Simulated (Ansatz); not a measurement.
BP (zinc blende)

```xyz
4
Lattice="0.0000 4.5485 4.5485 2.2742 2.2742 4.5485 2.2742 2.2742 0.0000" Properties=species:S:1:pos:R:3 pbc="T T T"
P      3.4114     3.4114     3.4114
P      3.4114     5.6856     5.6856
B      0.0000     0.0000     0.0000
B      2.2742     4.5485     6.8227
```

A phonon eigenvector at X = (0.5, 0.5, 0.0) is frozen into this cell: atom i moves by Q times the vector below, so Q is the largest atomic displacement, in Å. The cell is held. It is one choice among 2 degenerate patterns. (q is in reciprocal vectors of the primitive cell; the cell shown is doubled to hold the pattern.)

```json
[
 {"atom": "P1", "x": "0.000", "y": "1.000", "z": "0.000"},
 {"atom": "P2", "x": "0.000", "y": "-1.000", "z": "0.000"},
 {"atom": "B3", "x": "0.800", "y": "0.000", "z": "0.000"},
 {"atom": "B4", "x": "-0.800", "y": "0.000", "z": "0.000"}
]
```

The numbers are results of PBE (plane waves to 420 eV, PAW, scalar-relativistic; Ansatz, a quantum-chemistry and plane-wave program), not measurements. k mesh 12×12×12 (Γ-centred), Fermi-Dirac smearing 0.05 eV. BP was relaxed with its symmetry unable to fall. 

| Q (Å) | −dE/dQ from forces (eV/Å) |
|---|---|
| -0.100 | 2.737 |
| -0.083 | 2.282 |
| -0.067 | 1.826 |
| -0.050 | 1.369 |
| -0.033 | 0.913 |
| -0.017 | 0.456 |
| 0.000 | 0.000 |
| 0.017 | -0.456 |
| 0.033 | -0.913 |
| 0.050 | -1.369 |
| 0.067 | -1.826 |
| 0.083 | -2.282 |
| 0.100 | -2.737 |

What harmonic wavenumber does the curvature at Q = 0 give?

313 cm⁻¹. E″ = 27.38 eV/Å², M = Σ mᵢ|uᵢ|² = 75.8 u, ν̃ = 521.5·√(|E″|/M).

(For displaced atoms, the force is minus the slope of the energy, and its curvature is a force constant, which sets phonon frequencies.)
